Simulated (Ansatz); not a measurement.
## Property card for BeS

BeS:
```
CELL_PARAMETERS angstrom
      3.29997     0.00000     0.00000
     -1.64999     2.85786     0.00000
      0.00000     0.00000     5.25472
ATOMIC_POSITIONS crystal
  Be 0.00000 0.00000 0.00000
  Be 0.00000 0.00000 0.50000
  S  0.33333 0.66667 0.25000
  S  0.66667 0.33333 0.75000
```

Space group P6_3/mmc (No. 194), NiAs type; conventional cell a = 3.3000 Å, b = 3.3000 Å, c = 5.2547 Å, α = 90.00°, β = 90.00°, γ = 120.00°.

Method: the program Ansatz at the r²SCAN level (PAW). Structure relaxed to zero pressure with the same functional. Other levels are named where they apply.

**Cell and energy**

```
Item                                                           Value
-----------------------------------------------------  -------------
Volume per atom                                             12.39 Å³
Density                                                   2.75 g/cm³
Formation energy from the elements (no fitted shifts)  -0.65 eV/atom
```

**Electronic structure**

```
Quantity                                                                  Result
----------------------------------------  --------------------------------------
Band gap                                                      1.80 eV (indirect)
Valence-band maximum                                                        at Γ
Conduction-band minimum                              at K (2 equivalent valleys)
Smallest direct gap on the standard path                                 4.04 eV
Electron effective mass                   0.33, 0.56, 0.56 mₑ (principal values)
Hole effective mass                         0.19, 3.6, 3.6 mₑ (principal values)
HSE06 gap on the r²SCAN cell                                             2.27 eV
```

**Mechanics**

```
Item                                                                                           Result
--------------------------------------------  -------------------------------------------------------
Bulk modulus (Birch–Murnaghan fit)                                                            112 GPa
Pressure derivative B′                                                                            3.8
Elastic constants (relaxed ions, GPa)         C11 = 196, C12 = 103, C13 = 39.7, C33 = 252, C44 = 12.8
Mechanical stability                                           stable (all eigenvalues of C positive)
Hill bulk and shear moduli                                                           112 and 34.6 GPa
Young's modulus                                                                              94.2 GPa
Poisson's ratio                                                                                  0.36
Debye temperature from the elastic constants                                                    514 K
```

**Charges**

```
Item                         Value
-------------  -------------------
Bader charges  Be +1.69, S -1.69 e
```

This is a known high-pressure phase of the composition, computed here at zero pressure and temperature. The r²SCAN relaxation kept the symmetry of its start; its stability against distortions is not shown here. The references are the lowest solids computed at this level, not always the standard phases.

Potentials: the earlier of the program's two PAW sets. The files were generated under PBE; for other functionals the program regenerates the frozen cores, and for LDA and PBEsol the local potential too.
